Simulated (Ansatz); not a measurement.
# BN: computed property card

BN:
```yaml
crystal:
  lattice:
    - [2.49821, 0.00000, 0.00000]
    - [-1.24910, 2.16351, 0.00000]
    - [0.00000, 0.00000, 13.74279]
  atoms:
    - { symbol: B, position: [0.33333, 0.66667, 0.12020] }
    - { symbol: B, position: [0.66667, 0.33333, 0.62020] }
    - { symbol: B, position: [0.66667, 0.33333, 0.87980] }
    - { symbol: B, position: [0.33333, 0.66667, 0.37980] }
    - { symbol: N, position: [0.33333, 0.66667, 0.62026] }
    - { symbol: N, position: [0.66667, 0.33333, 0.12026] }
    - { symbol: N, position: [0.66667, 0.33333, 0.37974] }
    - { symbol: N, position: [0.33333, 0.66667, 0.87974] }
```

Space group P6_3/mmc (No. 194); conventional cell a = 2.498 Å, b = 2.498 Å, c = 13.743 Å, α = 90.00°, β = 90.00°, γ = 120.00°.

Method: plane-wave PAW r²SCAN+D4 (Ansatz code). Geometry: relaxed at this level of theory. Other levels are named where they apply.

Cell and energy:

```
Item                                                          Result
-----------------------------------------------------  -------------
Volume per atom                                              9.28 Å³
Density                                                   2.22 g/cm³
Formation energy from the elements (no fitted shifts)  -1.38 eV/atom
```

Electronic structure:

```
Quantity                                                                  Result
----------------------------------------  --------------------------------------
Band gap                                                      4.37 eV (indirect)
Valence-band maximum                      on the K–Γ line, 5 % of the way from K
Conduction-band minimum                              at M (3 equivalent valleys)
Smallest direct gap on the standard path                                 4.73 eV
Electron effective mass                    0.24, 0.83, 2.5 mₑ (principal values)
Hole effective mass                         0.63, 3.0, 5.1 mₑ (principal values)
HSE06 gap on the r²SCAN+D4 cell                                          5.12 eV
```

Mechanics:

```
Property                              Result
----------------------------------  --------
Bulk modulus (Birch–Murnaghan fit)  29.1 GPa
Pressure derivative B′                  11.5
```

Dielectric response:

```
Item                                                          Value
----------------------------------------  -------------------------
Electronic dielectric constant ε∞ (DFPT)  4.32 (xx = yy), 2.46 (zz)
Born charges (a third of the trace)              B +2.04, N -2.04 e
```

Phonons:

```
Property                                                                     Result
--------------------------------------------------  -------------------------------
Highest zone-centre frequency (without LO–TO term)                       1375 cm^-1
Zone-centre stability                               unstable, softest mode 34i cm⁻¹
Dynamical stability on the path                          unstable, down to 34i cm⁻¹
```

Charges:

```
Item                       Result
-------------  ------------------
Bader charges  B +2.30, N -2.30 e
```

A made-up cell: these elements were put on the sites of a structure type. Its sites differ from those of the usual phase in this space group: another stacking or structure type. The cell was relaxed with r²SCAN+D4 under the symmetry of its start. The volume moved by 56 % from the start of the relaxation. The references are the lowest solids computed at this level, not always the standard phases (solids in place of the gases).

Potentials: the later of the program's two PAW sets.
